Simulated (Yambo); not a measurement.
Yambo input for a free-standing WS₂ monolayer (symmetry P-6m2, slab cell 16.1 Å high) under biaxial strain of +1.5 % in the plane (a = b = 3.193 Å, c = 16.100 Å, α = β = 90.00°, γ = 120.00°), on PBEsol (pw.x of Quantum ESPRESSO, ONCV potentials, scalar-relativistic) wavefunctions on a 24×24×1 mesh:

```
rim_cut
optics
chi
dipoles
kernel
RandQpts= 1000000
RandGvec= 2 Ry
CUTGeo= "slab z"
FFTGvecs= 30 Ry
Chimod= "HARTREE"
NGsBlkXd= 2 Ry
% QpntsRXd
 1 | 1 |
%
% BndsRnXd
 2 | 38 |
%
GrFnTpXd= "R"
% EnRngeXd
 0.0 | 20.0 | eV
%
% DmRngeXd
 0.2 | 0.2 | eV
%
CGrdSpXd= 50
ETStpsXd= 161
% LongDrXd
 1.0 | 0.0 | 0.0 |
%
```

First lines of the file o-*.alpha_q1_inv_rpa_dyson:

```
Polarizability  ( -<<X>> ) @ Q(1):   1.00000000     0.00000000     0.00000000    [q->0 direction]
#
# Polarizability units: length
#
# [ X ] Hartree size     :   57
# [GEN] GF Energies     : Perdew, Burke & Ernzerhof SOL(X)+Perdew, Burke & Ernzerhof SOL(C)
# [GEN] Green`s Function     : Retarded
#
# [GEN] Gauge     : Length
# [GEN] [r,Vnl] included     : yes
#
#    E[1] [eV]     Im(alpha)     Re(alpha)     Im(alpha_o)     Re(alpha_o)
#
     0.000000     -0.17575E-11     12.00405     0.31438E-18     12.50186
     0.125000     0.050568     12.01946     0.052865     12.51796
     0.250000     0.102479     12.06607     0.107155     12.56668
     0.375000     0.157201     12.14506     0.164427     12.64926
     0.500000     0.216470     12.25853     0.226528     12.76792
     0.625000     0.282503     12.40961     0.295817     12.92600
     0.750000     0.358323     12.60285     0.375525     13.12831
     0.875000     0.448338     12.84460     0.470364     13.38163
     1.000000     0.559404     13.14379     0.587685     13.69545
     1.125000     0.702997     13.51291     0.739816     14.08308
     1.250000     0.900006     13.96926     0.949239     14.56300
     1.375000     1.192164     14.53438     1.260959     15.15812
     1.500000     1.668902     15.21907     1.771530     15.87945
     1.625000     2.492951     15.93357     2.656262     16.62822
     1.750000     3.690972     16.36038     3.940310     17.05795
     1.875000     5.038138     16.18206     5.358377     16.82523
     2.000000     5.453298     15.47719     5.756258     16.09294
     2.125000     5.557530     15.87994     5.904553     16.54524
     2.250000     6.389916     16.32407     6.825355     16.99537
     2.375000     7.074760     16.61438     7.593651     17.30814
     2.500000     7.939410     17.68347     8.673734     18.43844
     2.625000     10.36410     18.82060     11.52746     19.41653
     2.750000     13.75287     18.39059     15.18114     18.36352
     2.875000     16.59893     16.58165     17.80780     15.89777
     3.000000     19.10665     13.81790     19.75769     12.57187
     3.125000     20.03503     9.830927     19.78167     8.538779
     3.250000     19.12400     6.276100     18.21143     5.441111
     3.375000     17.07495     4.071461     15.93315     3.862072
     3.500000     15.24845     3.213149     14.13712     3.475142
     3.625000     13.88309     2.896328     12.88486     3.534771
     3.750000     12.81788     3.082438     12.02696     4.039341
```
(The file goes on to the top of the energy range; α is in bohr.) Convergence of the RPA response with its 24×24×1 mesh was not tested.

Spin-orbit coupling is not included.

Geometry strained from the cell relaxed with PBEsol, atoms relaxed again.
